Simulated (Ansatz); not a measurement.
HfC (rock salt, Fm-3m) at seven volumes, DFT-PBE in the program Ansatz with PAW potentials, scaled uniformly. One row is withheld.

```csv
V (Å³/atom),P (GPa)
11.446,26.49
11.823,16.30
12.201,7.54
12.578,0.00
12.955,-6.50
13.333,?
13.710,-16.96
```

### Question
Fit the shown pressures and predict the withheld one.

### Answer
P = (3/2)B₀(x^(7/2) − x^(5/2))[1 + (3/4)(B′ − 4)(x − 1)] with x = (V₀/V)^(2/3). Least squares on the six rows gives V₀ = 12.578 Å³/atom, B₀ = 233 GPa, B′ = 3.94. At V = 13.333, x = 0.9619 and P = -12.11 GPa. The run itself gave -12.11 GPa.

The cell was relaxed with PBE under the symmetry of its start; of distortions, only those at the zone centre were tested. The run is not spin-polarised. Spin–orbit coupling is left out wherever it is not named.

Potentials: the later of the program's two PAW sets.
